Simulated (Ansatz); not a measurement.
AgW in space group Cmcm (No. 63; Ag on 4c, W on 4c) under volume change, the program Ansatz at the r²SCAN level (PAW), shape and atoms relaxed at each volume.

```csv
V (Å³/atom),E − E(relaxed) (meV/atom),P (GPa)
15.205,94.7,22.19
15.706,39.4,13.42
16.207,(withheld),(withheld)
16.709,0.0,-0.01
17.210,8.2,-5.07
17.711,(withheld),(withheld)
18.212,65.1,-12.58
```

Question: Complete the blanks.

Answer: 
- 16.207, E − E(relaxed) (meV/atom): 9.2
- 16.207, P (GPa): 6.09
- 17.711, E − E(relaxed) (meV/atom): 30.8
- 17.711, P (GPa): -9.22

Question: What does a third-order Birch–Murnaghan fit give for V₀, B₀ and B′?

Answer: V₀ = 16.71 Å³/atom, B₀ = 184 GPa, B′ = 5.3.

The start of the workflow was typed in or built on a structure type; neither database checked (COD, Materials Project) lists it. Whether it is the stable phase at ambient conditions was not checked. Symmetry was held in the r²SCAN relaxation; its stability against distortions is not shown here. No spin polarisation was allowed. Its formation energy is positive at this level, so the cell may be metastable or incomplete. Spin–orbit coupling is left out wherever it is not named.

Potentials: the earlier of the program's two PAW sets.
